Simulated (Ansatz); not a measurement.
ZrO₂ (fluorite)

```yaml
crystal:
  lattice:
    - [0.00000, 2.54467, 2.54467]
    - [2.54467, 0.00000, 2.54467]
    - [2.54467, 2.54467, 0.00000]
  atoms:
    - { symbol: Zr, position: [0.00000, 0.00000, 0.00000] }
    - { symbol: O, position: [0.25000, 0.25000, 0.25000] }
    - { symbol: O, position: [0.75000, 0.75000, 0.75000] }
```

E(V) scan at fixed shape, V₀ the volume above. Symmetry pins the atoms to their sites.

Method: r2SCAN (plane waves to 500 eV, PAW, scalar-relativistic; Ansatz, an electronic-structure program). k mesh 12×12×12 (Γ-centred), Fermi-Dirac smearing 0.05 eV. Energies are smeared free energies. Compression counts positive. This is a high-temperature form of ZrO2. ZrO2 is run without spin polarisation. ZrO2 was relaxed with its symmetry unable to fall. The zero of ΔE is the relaxed starting cell.

The scan covers V/V₀ from 0.940 to 1.060 in 11 points.

**Question.** What pressure does the cell carry at V/V₀ = 0.940?

**Answer.** 18.1 GPa.

**Question.** What is ΔE at V/V₀ = 0.940?

**Answer.** 35.3 meV/atom.

**Question.** What is ΔE at V/V₀ = 1.060?

**Answer.** 28.7 meV/atom.

(Under strain, the slope of the energy per volume gives the stress and its curvature an elastic modulus.)
